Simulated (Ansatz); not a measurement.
SnMo2C:
```cif
data_C2Mo4Sn2
_chemical_formula_sum 'Sn2 Mo4 C2'
_space_group_name_H-M_alt 'P 1'
_space_group_IT_number 1
_cell_length_a 3.15805
_cell_length_b 3.15805
_cell_length_c 13.37251
_cell_angle_alpha 90.000
_cell_angle_beta 90.000
_cell_angle_gamma 120.000
loop_
_space_group_symop_operation_xyz
  'x, y, z'
loop_
_atom_site_label
_atom_site_type_symbol
_atom_site_fract_x
_atom_site_fract_y
_atom_site_fract_z
_atom_site_occupancy
Sn1 Sn 0.33333 0.66667 0.75000 1
Sn2 Sn 0.66667 0.33333 0.25000 1
Mo1 Mo 0.33333 0.66667 0.08106 1
Mo2 Mo 0.66667 0.33333 0.58106 1
Mo3 Mo 0.66667 0.33333 0.91894 1
Mo4 Mo 0.33333 0.66667 0.41894 1
C1 C 0.00000 0.00000 0.00000 1
C2 C 0.00000 0.00000 0.50000 1
```

Relaxed with PBEsol.

Problem. Which orbitals make up the states near the Fermi level in the program Ansatz at the PBEsol level (PAW)?

Solution. Within 0.5 eV of the Fermi level: Mo 4d 82 %, Sn 5p 8 %. Projections are on Löwdin-orthogonalised atomic valence shells; empty p or d shells of many metals are not among them.

Problem. Tabulate the density of states.

Solution. States/eV per cell of 8 atoms, in 0.25 eV bins, energy from the Fermi level.

```
E (eV)  total  Mo 4d  C 2p  Sn 5p
------  -----  -----  ----  -----
-7.85    0.91   0.19  0.04   0.19
-7.60    0.99   0.22  0.06   0.18
-7.35    1.38   0.37  0.16   0.19
-7.10    1.60   0.47  0.21   0.17
-6.85    2.34   0.86  0.53   0.18
-6.60    4.87   1.92  1.51   0.29
-6.35    4.52   1.77  1.67   0.25
-6.10    4.89   1.98  1.97   0.18
-5.85    2.66   1.20  1.10   0.09
-5.60    4.13   1.93  1.73   0.11
-5.35    7.39   3.49  3.01   0.39
-5.10    9.48   4.58  4.24   0.24
-4.85    6.90   2.73  3.19   0.64
-4.60    2.90   1.08  1.27   0.38
-4.35    1.87   0.59  0.31   0.78
-4.10    3.11   1.84  0.22   0.79
-3.85    5.58   4.06  0.18   0.96
-3.60    7.95   5.17  0.27   1.99
-3.35    6.20   3.58  0.33   1.82
-3.10    8.77   4.53  0.53   3.00
-2.85    4.80   3.12  0.22   1.13
-2.60    2.11   1.66  0.06   0.28
-2.35    1.90   1.57  0.04   0.22
-2.10    2.17   1.85  0.03   0.21
-1.85    3.62   3.18  0.05   0.29
-1.60    3.13   2.50  0.11   0.40
-1.35    5.15   4.20  0.17   0.56
-1.10    3.35   2.51  0.21   0.41
-0.85    3.55   2.76  0.21   0.37
-0.60    4.91   4.01  0.21   0.44
-0.35    6.07   5.11  0.21   0.48
-0.10    5.22   4.21  0.23   0.47
0.15     5.04   4.10  0.26   0.36
0.40     5.53   4.51  0.29   0.39
0.65     5.31   4.34  0.22   0.41
0.90     4.86   3.99  0.22   0.42
1.15     8.62   7.32  0.34   0.55
1.40     5.72   4.36  0.28   0.66
1.65     5.85   4.23  0.28   0.89
1.90     4.80   3.41  0.19   0.85
2.15     4.46   3.02  0.21   0.61
2.40     5.38   3.15  0.51   0.83
2.65     4.18   2.11  0.56   0.75
2.90     4.14   1.93  0.67   0.66
3.15     4.53   2.08  0.83   0.63
3.40     4.80   2.18  0.98   0.64
3.65     4.80   2.06  1.05   0.76
3.90     4.45   1.82  0.92   0.66
4.15     4.89   1.92  1.02   0.69
4.40     5.77   2.09  1.02   0.80
4.65     5.29   1.74  0.91   0.81
```

Space group P6_3/mmc. The start of the workflow was typed in or built on a structure type; neither database checked (COD, Materials Project) lists it. Whether it is the stable phase at ambient conditions was not checked. The PBEsol relaxation kept the symmetry of its start; its stability against distortions is not shown here. The run is not spin-polarised. Spin–orbit coupling is left out wherever it is not named.

Potentials: the earlier of the program's two PAW sets. The files were generated under PBE; for other functionals the program regenerates the frozen cores, and for LDA and PBEsol the local potential too.
